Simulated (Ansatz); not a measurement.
**Compressing CrAu₄: a fit and a missing row**

CrAu₄, I4/m, a = 6.478 Å, c = 4.080 Å. The structure is a Materials Project entry; whether it is the stable form wasn't checked. Ansatz: r2SCAN, PAW, 500 eV, Γ-centred 10×10×10 mesh on 5 atoms, Gaussian smearing 0.10 eV; collinear spin, largest moment 3.8 μB. Shape and atoms are relaxed at each volume; pressure is positive in compression.

| V (Å³/atom) | P (GPa) |
| --- | --- |
| 15.583 | 17.06 |
| 16.097 | ? |
| 16.610 | 4.62 |
| 17.124 | 0.01 |
| 17.638 | -3.78 |
| 18.151 | -6.87 |

**Question.** Take V0 = 17.124 Å³/atom, count pressures from its P0 = 0.01 GPa, fit the third-order Birch–Murnaghan form to the other rows, and predict the missing pressure.

**Answer.** With the Eulerian strain f = ½[(V0/V)^(2/3) − 1] and y = (P − P0)/[3f(1 + 2f)^(5/2)], the form is the line y = B0 + 1.5 B0 (B0′ − 4) f. Rows (f, y): 0.03244, 149.7; 0.01026, 142.4; -0.00976, 136.0; -0.01904, 132.7. Means f = 0.003475, y = 140.20; Σ(Δf)² = 0.001567, ΣΔfΔy = 0.5145; the slope is their ratio. y = 139.1 + 328.3 f GPa, so B0 = 139.1 GPa and B0′ = 4 + 2 × (328.3)/(3 × 139.1) = 5.57. At V = 16.097, f = 0.02105, y = 146.01 and P = 10.23 GPa. The run gave 10.22 GPa, so the fit is 0.01 GPa too high, a small miss on the scale of the series.

The state reached may not be the lowest one. Only parallel moments were tried here. Spin–orbit coupling is left out, which can shift energies with elements as heavy as these.